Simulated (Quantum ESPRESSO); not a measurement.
```
MoSe2
1.0
    3.27832     0.00000     0.00000
   -1.63916     2.83910     0.00000
    0.00000     0.00000    12.72407
Se Mo
4 2
Direct
  0.33333   0.66667   0.88161
  0.66667   0.33333   0.11839
  0.66667   0.33333   0.38161
  0.33333   0.66667   0.61839
  0.66667   0.33333   0.75000
  0.33333   0.66667   0.25000
```

Cell and atoms were relaxed with PBE+D3(BJ) from Materials Project entry mp-1634, within its symmetry.

Q: What does PBEsol (Quantum ESPRESSO, PseudoDojo norm-conserving, 86 Ry, with spin-orbit coupling) give for the electronic structure near the Fermi level?

A: The PBEsol gap is indirect, 0.68 eV, from Γ to 43 % of the way from K to Γ; the smallest direct gap is 1.41 eV.
